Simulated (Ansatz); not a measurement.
## Computed properties of BeSiSb2 (ordering on zincblende)

All numbers come from Ansatz. Values at 0 K without nuclear motion; no magnetic order is allowed, and the phase may be a hypothetical one.

The cell is BeSiSb2 as one 8-atom ordering (P-4m2) on the zincblende lattice; cell and atoms were relaxed with r2SCAN. The symmetry is P-4m2 (No. 115, tetragonal); conventional cell a = 4.168 Å, c = 11.438 Å, 24.84 Å³ an atom. Be has 4 Sb at 2.45 Å; Sb has 4 Be at 2.45 Å; Sb has 2 Be at 2.45 Å and 2 Si at 2.60 Å; Si has 4 Sb at 2.60–2.62 Å; Sb has 4 Si at 2.62 Å.

Relaxed lattice by functional, symmetry kept:
```csv
functional,k mesh,a (Å),c (Å),volume (Å³/atom)
PBE,6×6×2,4.200,11.468,25.28
r2SCAN,6×6×2,4.168,11.438,24.84
```

On this one geometry the levels give:
```json
{"level": "PBE", "k mesh": "6×6×2", "gap (eV)": "none (overlap 0.19)", "kind": "–", "edges": "–", "least direct gap (eV)": "–"}
{"level": "PBE+SOC", "k mesh": "6×6×2", "gap (eV)": "none (overlap 0.21)", "kind": "–", "edges": "–", "least direct gap (eV)": "–"}
{"level": "r2SCAN", "k mesh": "6×6×2", "gap (eV)": "none (overlap 0.16)", "kind": "–", "edges": "–", "least direct gap (eV)": "–"}
{"level": "HSE06", "k mesh": "4×4×2", "gap (eV)": "0.04", "kind": "indirect", "edges": "Γ → Z", "least direct gap (eV)": "0.16"}
```
All runs use a smearing of 0.02 eV.
Wave cutoffs: 420 eV, 500 eV (r2SCAN).
Points off the special ones are mesh points or PBE's searched band edges, reused at the other levels.

The HSE06 gap is indirect, 0.04 eV (Γ to Z), below the direct gap of 0.16 eV at Γ. (With 0.02 eV of smearing so small a gap leaves both edges partly filled, and it could close between the points sampled.) With PBE+SOC the bands overlap by 0.21 eV (counted from 1, band 72 peaks at Γ–X (0.10 of the way from Γ) and band 73 bottoms out at Z): no gap.

The levels disagree on the kind of gap: indirect with HSE06; no gap with PBE, PBE+SOC, r2SCAN.

Only the levels marked +SOC include spin-orbit coupling.

Where bands overlap the cell is a metal at that level, and these k meshes limit energies, forces and stress. Overlaps of a few tenths of an eV in semilocal functionals can be an artefact that a hybrid or GW lifts.

The meshes of the hybrids are coarse, so their gaps aren't converged to the digits shown.
